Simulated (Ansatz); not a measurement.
Relaxing a structure of CdAu

The start is a randomly generated symmetric cell of CdAu (space group No. 194). The cell and all atomic positions are relaxed at zero pressure with PBE (plane waves to 420 eV, PAW, scalar-relativistic; Ansatz, a program for electronic structure). First-step values are on the input's coarse k-mesh.

Ansatz input (later rounds restart from its end on a renewed k-mesh):
Ansatz 0.2 input:
```yaml
crystal:
  lattice:
    - [3.9066674, 0, 0]
    - [-1.9533337, 3.3832732, 0]
    - [0, 0, 13.7558704]
  atoms:
    - { symbol: Au, position: [0.33333333, 0.66666667, 0.4077828] }
    - { symbol: Au, position: [0.66666667, 0.33333333, 0.9077828] }
    - { symbol: Au, position: [0.66666667, 0.33333333, 0.5922172] }
    - { symbol: Au, position: [0.33333333, 0.66666667, 0.0922172] }
    - { symbol: Cd, position: [0, 0, 0.89251721] }
    - { symbol: Cd, position: [0, 0, 0.39251721] }
    - { symbol: Cd, position: [0, 0, 0.10748279] }
    - { symbol: Cd, position: [0, 0, 0.60748279] }
basis: { ecutwfc: 420, ecutrho_ratio: 4, xc_grid: 2, fft_grid_basis: typed }
kpoints: { mp_grid: { grid: [10, 10, 3] } }
hamiltonian:
  xc: pbe
  dispersion: none
  pseudopotentials: { kind: paw }
scf: { occupations: { method: fermi_dirac, width: 0.05 } }
relax: { f_tol: 0.01, max_steps: 100, cell: { stress_tol: 0.02 } }
output: { forces: true, stress: true }
```

Question: What pressure does the first self-consistent step give?

Answer: +52.6 GPa (positive: the cell is compressed).

Question: How do the shortest distances between atoms change?

Answer: The closest pairs of elements (up to four, under 3.6 Å), start → end: Au–Cd 2.27 → 2.96 Å; Au–Au 3.39 → 2.72 Å; Cd–Cd 2.96 → 2.78 Å.

Question: What band gap does the relaxed structure have at this level?

Answer: No gap (metallic).

Question: Write out the relaxed structure.

Answer: 
Space group P6₃/mmc (No. 194); a = 4.643 Å, b = 4.643 Å, c = 11.554 Å, α = 90.00°, β = 90.00°, γ = 120.00°

| atom | site | symmetry | x | y | z |
|---|---|---|---|---|---|
| Au | 4f | 3m. | 0.3333 | 0.6667 | 0.0200 |
| Cd | 4e | 3m. | 0.0000 | 0.0000 | 0.1296 |

The space group stays P6₃/mmc (No. 194) (the run could not lower it), with 8 atoms in the primitive cell. Final values are on a 12×12×4 k-mesh of the relaxed cell. No spin polarisation in the result.

The run could not lose the symmetry of its start: the end is stationary, and may be a saddle point rather than a minimum.

The relaxed structure here is a generated cell of CdAu: the first start was made by a random draw of sites in a space group, and the end was not matched to a known phase here, so it may be hypothetical.
